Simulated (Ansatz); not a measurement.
Input:

Cu3Si:
```yaml
crystal:
  lattice:
    - [-1.77227, 1.77227, 3.54511]
    - [1.77227, -1.77227, 3.54511]
    - [1.77227, 1.77227, -3.54511]
  atoms:
    - { symbol: Si, position: [0.00000, 0.00000, 0.00000] }
    - { symbol: Cu, position: [0.75000, 0.25000, 0.50000] }
    - { symbol: Cu, position: [0.25000, 0.75000, 0.50000] }
    - { symbol: Cu, position: [0.50000, 0.50000, 0.00000] }
```

This is the LDA-relaxed structure.

Problem. All from plane-wave PAW LDA (Ansatz code), unless another level is named. Give the bulk modulus (Birch–Murnaghan fit).

Solution. 182 GPa.

Problem. What about the highest zone-centre frequency?

Solution. 282 cm⁻¹.

Space group I4/mmm. The workflow started from a Materials Project entry (that database holds measured and hypothetical structures alike); the Crystallography Open Database copy checked does not list it. Its standing as an ambient phase is unchecked. The LDA relaxation kept the symmetry of its start; its stability against distortions is not shown here. The run is not spin-polarised. As this level gives no gap, phonon frequencies hold no LO–TO term and depend on the k-mesh and smearing (Fermi–Dirac, 0.1 eV here).

Potentials: the later of the program's two PAW sets.
